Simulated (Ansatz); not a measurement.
GaIr (CsCl type, Pm-3m), the program Ansatz at the r²SCAN level (PAW), all energies at zero smearing, with the estimated change up to a 700 eV cutoff added, with one set of potentials and settings (totals compare only within such a set). Cell of 2 atoms (1 Ga, 1 Ir): -15739.855 eV.

```tsv
element	reference phase	E (eV/atom)
Ga	Cmce, 4 atoms in the cell	-3790.2689
Ir	Fm-3m, 1 atoms in the cell	-11948.7272
```

Formation energy per atom, worked out: (-15739.855 − 1×(-3790.2689) − 1×(-11948.7272))/2 = -0.430 eV/atom (-41 kJ per mol of atoms), at 0 K, without zero-point energy or fitted corrections.

The workflow started from a Materials Project entry (that database holds measured and hypothetical structures alike); the Crystallography Open Database files this formula in space group No. 221, but the cells were not matched. Whether it is the stable phase at ambient conditions was not checked. The r²SCAN relaxation kept the symmetry of its start; whether a distortion lowers the energy is not shown. The run is not spin-polarised. The references are the lowest solids computed at this level, not always the standard phases. Scalar-relativistic: spin–orbit coupling is off unless named, which matters more the heavier the elements.

Potentials: the later of the program's two PAW sets.
